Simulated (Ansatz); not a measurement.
Here is the system:

Ti₂Si:
```cif
data_SiTi2
_chemical_formula_sum 'Ti2 Si1'
_space_group_name_H-M_alt 'P 1'
_space_group_IT_number 1
_cell_length_a 5.06767
_cell_length_b 5.06767
_cell_length_c 5.06767
_cell_angle_alpha 40.262
_cell_angle_beta 40.262
_cell_angle_gamma 40.262
loop_
_space_group_symop_operation_xyz
  'x, y, z'
loop_
_atom_site_label
_atom_site_type_symbol
_atom_site_fract_x
_atom_site_fract_y
_atom_site_fract_z
_atom_site_occupancy
Ti1 Ti 0.76399 0.76399 0.76399 1
Ti2 Ti 0.23601 0.23601 0.23601 1
Si1 Si 0.00000 0.00000 0.00000 1
```

This is the LDA-relaxed structure.

Problem. All from LDA in the plane-wave PAW code Ansatz, unless another level is named. Predict the highest zone-centre frequency.

Solution. 421 cm^-1.

Problem. Give the bulk modulus (Birch–Murnaghan fit).

Solution. 113 GPa.

Space group R-3m. The start of the workflow was typed in or built on a structure type; neither database checked (COD, Materials Project) lists it. Whether it is the stable phase at ambient conditions was not checked. The LDA relaxation kept the symmetry of its start; whether a distortion lowers the energy is not shown. The run is not spin-polarised. The volume moved by -44 % from the start of the relaxation. As this level gives no gap, phonon frequencies hold no LO–TO term and depend on the k-mesh and smearing (Fermi–Dirac, 0.1 eV here).

Potentials: the earlier of the program's two PAW sets. The files were generated under PBE; for other functionals the program regenerates the frozen cores, and for LDA and PBEsol the local potential too.
